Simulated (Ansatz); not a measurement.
Method: r2SCAN, no spin polarisation; PAW, plane waves to 500 eV, 4×4×4 Γ-centred mesh, gaussian occupations (width 0.058 eV) (Ansatz 0.2.0), atoms fixed.

Computed maps in the lattice plane spanned by b (left to right, 7.94 Å, 24 points from zero) and c (bottom to top, 7.94 Å, 24 points from zero), 60° apart, at height 0.750 along a. The fields are smooth PAW ones with compensation charges, not the true ones near nuclei.

Valence density. Digits on a logarithmic scale: 0 up to 0.03 e/Å³, each further digit a factor of 1.6, 9 from 1.3 e/Å³ up:
```
344554432111123443211112
345676543110235666532011
356788765310246788764201
346899986431246888886421
246899998642136886688631
235799999753225786068752
124689999864213688668863
212468999864212468888864
201346788764310246788764
200134566654310023566653
111122345543221111234432
222332223332223322212221
234444322112234444321001
345666543111345666543111
346788765311356788764311
356899986532356899986532
346899998642246899998643
345799999753235799999754
334689999864224689999864
323578999864323468999875
322356788764311346788765
322234566654210124566654
322223445443210012344544
333333333332212221223333
```

ELF. Ten even steps from '0' (0.00) to '9' (1.00):
```
136666310000013553100000
267777762000037888730000
477666677400058888885000
477643467740058876788500
177641136771038860068830
057651915675017870007871
017764114677103886006883
004776545677400588767885
000477666677400058888885
000026777776200003788873
000001367763100000135531
014421012321012441000000
157776310000136777510000
477777762000267777774000
477666677300377666677400
277654567720277654567720
167641146761167641136761
037641915673037651914673
116763114676116764113676
202676445677202776544676
200267666677400477666676
200026777777400047777776
100001367775100001577763
012221012441000000014421
```

Problem. The cell is Cs$_{2}$NaYI$_{6}$. Which atoms lie within 0.2 Å of this plane, and where (fractions of b and c)?

Solution. I at (0.25, 0.25), I at (0.25, 0.75), I at (0.75, 0.25), Cs at (0.75, 0.75). The whole cell:
```xyz
10
Lattice="0.0000 5.6166 5.6166 5.6166 0.0000 5.6166 5.6166 5.6166 0.0000" Properties=species:S:1:pos:R:3 pbc="T T T"
I     2.8083    5.6166    5.6166
I     5.6166    2.8083    5.6166
I     8.4249    5.6166    5.6166
I     5.6166    8.4249    5.6166
I     5.6166    5.6166    2.8083
I     5.6166    5.6166    8.4249
Y     0.0000    0.0000    0.0000
Cs    2.8083    2.8083    2.8083
Cs    8.4249    8.4249    8.4249
Na    5.6166    5.6166    5.6166
```

Origin: a known structure type with other elements, at an estimated volume, so it need not be a known compound.
